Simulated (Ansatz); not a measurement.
The start is a generated cell, TaN built in the rocksalt structure type. The cell and all atomic positions are relaxed at zero pressure with r2SCAN (plane waves to 500 eV, PAW, scalar-relativistic; Ansatz, a program for electronic structure). First-step values are on the input's coarse k-mesh.

Ansatz input (later rounds restart from its end on a renewed k-mesh):
Ansatz 0.2 input:
```yaml
crystal:
  lattice:
    - [0, 2.116289, 2.116289]
    - [2.116289, 0, 2.116289]
    - [2.116289, 2.116289, 0]
  atoms:
    - { symbol: N, position: [0, 0, 0] }
    - { symbol: Ta, position: [0.5, 0.5, 0.5] }
basis: { ecutwfc: 500, ecutrho_ratio: 4, xc_grid: 4, fft_grid_basis: typed }
kpoints: { mp_grid: { grid: [9, 9, 9] } }
hamiltonian:
  xc: r2scan
  dispersion: none
  pseudopotentials: { azcp: { folder: ./paw }, kind: paw }
scf: { occupations: { method: fermi_dirac, width: 0.05 } }
relax: { f_tol: 0.01, max_steps: 100, cell: { stress_tol: 0.02 } }
output: { forces: true, stress: true }
```

Outcome: The space group stays Fm-3m (No. 225) (the run could not lower it); the end is rock salt type, with 2 atoms in the primitive cell
Energy released: 0.16 eV/atom
Volume change: +12.0 %, from 9.48 to 10.62 Å³/atom
Shortest distances (start → end): The closest pairs of elements (up to four, under 3.6 Å), start → end: N–Ta 2.12 → 2.20 Å; N–N 2.99 → 3.11 Å; Ta–Ta 2.99 → 3.11 Å
Band gap at the end: zero (metallic)
Optimiser moves: 4

Relaxed structure:

Space group Fm-3m (No. 225); a = 4.3960 Å, b = 4.3960 Å, c = 4.3960 Å, α = 90.00°, β = 90.00°, γ = 90.00°

```tsv
atom	site	symmetry	x	y	z
N	4a	m-3m	0.0000	0.0000	0.0000
Ta	4b	m-3m	0.5000	0.5000	0.5000
```
(The calculation used a cell of 2 atoms; values per cell refer to that cell.)

Final values are on a 18×18×18 k-mesh of the relaxed cell. No spin polarisation in the result.

The run could not lose the symmetry of its start.

All atoms sit on sites fixed by symmetry, so only the cell could relax.
